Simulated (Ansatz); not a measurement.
BW₂ in space group P4/nmm (No. 129; W on 2a, W on 2c, B on 2c) under volume change, plane-wave PAW r²SCAN (Ansatz code), shape and atoms relaxed at each volume.

```
V (Å³/atom)  E − E(relaxed) (meV/atom)     P (GPa)
-----------  -------------------------  ----------
11.671                           117.0       35.13
12.056                            49.3       21.61
12.441                            11.7       10.00
12.825                             0.0        0.00
13.210                      (withheld)  (withheld)
13.595                            40.1      -15.88
13.980                      (withheld)  (withheld)
```

Problem. Some entries are withheld; supply them.

Solution. 
- 13.980, E − E(relaxed) (meV/atom): 86.0
- 13.980, P (GPa): -22.14
- 13.210, E − E(relaxed) (meV/atom): 10.5
- 13.210, P (GPa): -8.56

Problem. What does a third-order Birch–Murnaghan fit give for V₀, B₀ and B′?

Solution. V₀ = 12.83 Å³/atom, B₀ = 307 GPa, B′ = 4.1.

The cell is a constructed one: a structure type filled with these elements; neither database checked (COD, Materials Project) lists it. COD files the formula under space group No. 140. Its standing as an ambient phase is unchecked. Symmetry was held in the r²SCAN relaxation; whether a distortion lowers the energy is not shown. The run is not spin-polarised. Scalar-relativistic: spin–orbit coupling is off unless named, which matters more the heavier the elements.

Potentials: the earlier of the program's two PAW sets.
